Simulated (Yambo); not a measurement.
G0W0@PBEsol for CaCrO$_{4}$ (space group I4_1/amd, No. 141) in Yambo. Reference settings: 2×2×2 Γ-centred k mesh, bands 9 to 255 and a 7 Ry block in the screening, 255 bands in G with the Bruneval-Gonze terminator, plasmon pole fitted at 27.2 eV. The PBEsol gap Γ → Γ on this mesh is 2.31 eV; G0W0 gaps are taken between the same points.

| change from the reference | G0W0 gap Γ → Γ (eV) | shift of the valence edge (eV) |
|---|---|---|
| reference settings | 4.77 | -0.69 |
| no terminator | 4.77 | -0.48 |
| 171 bands in G, no terminator | 4.73 | -0.32 |
| 130 bands in W | 4.75 | -0.59 |
| pole fitted at 55 eV | 4.84 | -0.76 |
| 110 bands in G, no terminator | … | -0.05 |
| 6 Ry block | 4.79 | -0.67 |
| 3 Ry block | … | -0.71 |

Question: Estimate the withheld gaps from the other rows; the computed values follow.

Answer: 
- 110 bands in G, no terminator, G0W0 gap Γ → Γ (eV): 4.69
- 3 Ry block, G0W0 gap Γ → Γ (eV): 5.12

The reference isn't shown to be the converged limit.

Geometry of the Materials Project entry, not relaxed at this level; primitive cell a = 6.0059 Å, b = 6.0059 Å, c = 6.0059 Å, α = 105.82°, β = 105.82°, γ = 117.05°.

The runs are not spin-polarised; magnetic order was not tried.

A shift is the quasiparticle energy of the state minus its PBEsol energy.
